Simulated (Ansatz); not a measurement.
This Al4FeCo3 structure is the end of a relaxation. The cell was found from a structure generator's guess, not taken from experiment.

These are results of DFT PBE, scalar-relativistic, plane waves, PAW (Ansatz 0.2.0), not measurements. Cutoff 420 eV, Γ-centred mesh, Gaussian smearing, no spin polarisation.

```
Al Fe Co
1.0
     4.03613    0.00000    0.00000
     0.00000    4.03613    0.00000
     0.00000    0.00000    5.71132
Al Fe Co
4 1 3
Direct
  0.00000 0.50000 0.74719
  0.00000 0.50000 0.25281
  0.50000 0.00000 0.74719
  0.50000 0.00000 0.25281
  0.00000 0.00000 0.50000
  0.00000 0.00000 0.00000
  0.50000 0.50000 0.00000
  0.50000 0.50000 0.50000
```

The zero of energy is the elements' standard structures at the same level; no fitted shifts are applied.

(1) Find its symmetry and describe it.

(2) How far does it lie from the elements in energy?

(3) Is it a metal?

## Answers

(1) P4/mmm (No. 123). Conventional cell: a = 4.036 Å, c = 5.711 Å. Al has 2 Fe at 2.46 Å, 6 Co at 2.46–2.48 Å and 6 Al at 2.82–2.89 Å; Fe has 8 Al at 2.46 Å and 6 Co at 2.85–2.86 Å; Co on its first site has 8 Al at 2.48 Å, 4 Co at 2.85 Å and 2 Fe at 2.86 Å; Co on its second site has 8 Al at 2.48 Å and 6 Co at 2.85–2.86 Å; 1 more site not described.

(2) −0.54 eV/atom. Whether it is stable depends on the other phases of the system, which aren't compared here.

(3) Yes, bands cross the Fermi level on the 10×10×8 mesh.

The last run used a 10×10×8 mesh (in the run's order of axes) for its 8-atom cell and Gaussian smearing of 0.10 eV. Trial moments died out on the coarse mesh, so the last step has no spin; another magnetic start might hold. A later test with randomly moved atoms came back to the same energy, though modes that don't fit the test's cell weren't probed.
